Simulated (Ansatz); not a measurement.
# Which of these structures of BiAs lies lowest?

The calculation used Ansatz 0.2.0, DFT, PBE, all-electron LAPW, scalar-relativistic.

Each cell is taken as listed (from a database or a relaxation; residual pressures are under 0.6 GPa and forces under 0.08 eV/Å), on meshes of about 0.2 Å⁻¹ spacing; energies are extrapolated to zero smearing, with no zero-point or thermal terms. Other structures, the observed one among them, may be missing from this set and lie lower. No run is spin-polarised.

Spin–orbit coupling is left out, though it moves levels of the heavy atoms by tenths of an eV or more.

**Question.** Order the structures by energy per atom, lowest first, and give the differences.
A.
```
As Bi
1.0
     5.03427    0.00000    0.00000
    -2.51713    4.35980    0.00000
     0.00000    0.00000    6.49567
As Bi
2 2
Direct
  0.33333 0.66667 0.97259
  0.66667 0.33333 0.47259
  0.33333 0.66667 0.40341
  0.66667 0.33333 0.90341
```
(wurtzite type, relaxed by us; 10×10×6 mesh on the primitive cell, smearing 0.08 eV, P = 0.0 GPa)
B.
```cif
data_structure
_symmetry_space_group_name_H-M 'Pm-3m'
_symmetry_Int_Tables_number 221
_cell_length_a 3.6940
_cell_length_b 3.6940
_cell_length_c 3.6940
_cell_angle_alpha 90.000
_cell_angle_beta 90.000
_cell_angle_gamma 90.000
_cell_volume 50.41
loop_
_atom_site_label
_atom_site_type_symbol
_atom_site_symmetry_multiplicity
_atom_site_Wyckoff_symbol
_atom_site_fract_x
_atom_site_fract_y
_atom_site_fract_z
_atom_site_occupancy
As1 As 1 a 0.00000 0.00000 0.00000 1
Bi1 Bi 1 b 0.50000 0.50000 0.50000 1
```
(CsCl type, relaxed by us; 13×13×13 mesh on the primitive cell, smearing 0.05 eV, P = 0.0 GPa)
C.
Space group Fm-3m (No. 225). a = 6.033 Å, b = 6.033 Å, c = 6.033 Å, α = 90.00°, β = 90.00°, γ = 90.00°
```tsv
atom	site	symmetry	x	y	z
As	4a	m-3m	0.0000	0.0000	0.0000
Bi	4b	m-3m	0.5000	0.0000	0.0000
```
(rocksalt type, relaxed by us; 11×11×11 mesh on the primitive cell, smearing 0.03 eV, P = 0.0 GPa)

**Answer.** C (0 meV/atom), A (56 meV/atom), B (235 meV/atom).
